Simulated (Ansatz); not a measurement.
AlZnNO in space group P3m1 (No. 156; Al on 1b, Zn on 1c, O on 1b, N on 1c), the program Ansatz at the PBEsol level (PAW), all energies at zero smearing, with the estimated change up to a 700 eV cutoff added, with one set of potentials and settings (totals compare only within such a set). Cell of 4 atoms (1 Al, 1 Zn, 1 O, 1 N): -4748.327 eV.

```tsv
element	reference phase	E (eV/atom)
Al	Fm-3m, 1 atoms in the cell	-524.5512
Zn	P6_3/mmc, 2 atoms in the cell	-3280.9105
O	C2/m, 4 atoms in the cell, spin-polarised	-558.3609
N	Pa-3, 8 atoms in the cell	-378.4910
```

Formation energy per atom, worked out: (-4748.327 − 1×(-524.5512) − 1×(-3280.9105) − 1×(-558.3609) − 1×(-378.4910))/4 = -1.503 eV/atom (-145 kJ per mol of atoms), at 0 K, without zero-point energy or fitted corrections.

The start of the workflow was typed in or built on a structure type; neither database checked (COD, Materials Project) lists it. Its standing as an ambient phase is unchecked. The PBEsol relaxation kept the symmetry of its start; its stability against distortions is not shown here. The references are the lowest solids computed at this level, not always the standard phases (solids in place of the gases).

Potentials: the earlier of the program's two PAW sets. The files were generated under PBE; for other functionals the program regenerates the frozen cores, and for LDA and PBEsol the local potential too.
